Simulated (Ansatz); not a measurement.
LiNbO3 (LiNbO3 type, space group R3c)

```
LiNbO3
1.0
    2.59491     1.49817     4.67185
   -2.59491     1.49817     4.67185
    0.00000    -2.99635     4.67185
Li Nb O
2 2 6
Direct
  0.70263   0.70263   0.70263
  0.20263   0.20263   0.20263
  0.98385   0.98385   0.98385
  0.48385   0.48385   0.48385
  0.62628   0.87373   0.26322
  0.87373   0.26322   0.62628
  0.26322   0.62628   0.87373
  0.76322   0.37373   0.12628
  0.37373   0.12628   0.76322
  0.12628   0.76322   0.37373
```

This relaxed cell (volume V₀) is scaled evenly in all directions, its shape held. The atoms relax within the cell's symmetry.

The numbers are results of PBE (plane waves to 420 eV, PAW, scalar-relativistic; Ansatz, a program for electronic structure), not measurements. k mesh 8×8×8 (Γ-centred), Fermi-Dirac smearing 0.05 eV. E stands for the smeared free energy. Compression counts positive. With the shape held, the modulus is that of even scaling; a crystal free to change shape is softer. LiNbO3 is run without spin polarisation. LiNbO3 was relaxed with its symmetry unable to fall. The zero of ΔE is the relaxed starting cell.

```tsv
V (Å³/atom)	ΔE (meV/atom)
10.244	14.5
10.374	9.0
10.505	4.9
10.636	2.2
10.767	0.5
10.897	0.0
11.028	0.5
11.159	1.9
11.290	withheld
11.421	7.2
11.551	10.9
```

**Question.** Fit a third-order Birch-Murnaghan form (E₀, V₀, B₀, B₀′ free) to the given rows and predict ΔE at V = 11.290.

**Answer.** Least squares on the 10 given rows: ΔE = E₀ + (9V₀B₀/16)·y²·[2 + (B₀′ − 4)y], y = (V₀/V)^(2/3) − 1, with V₀ = 10.897 Å³/atom, B₀ = 102.3 GPa (160.2 GPa = 1 eV/Å³; the term in eV is multiplied by 1000), B₀′ = 6.13, E₀ = 0.01 meV/atom; root-mean-square residual 0.03 meV/atom. At 11.290 the fit gives 4.2 meV/atom; the calculation gives 4.2 meV/atom, the same to the digits shown. For the pressure the fit gives -3.25 GPa against the computed -3.23 GPa.

(Under strain, the slope of the energy per volume gives the stress and its curvature an elastic modulus.)
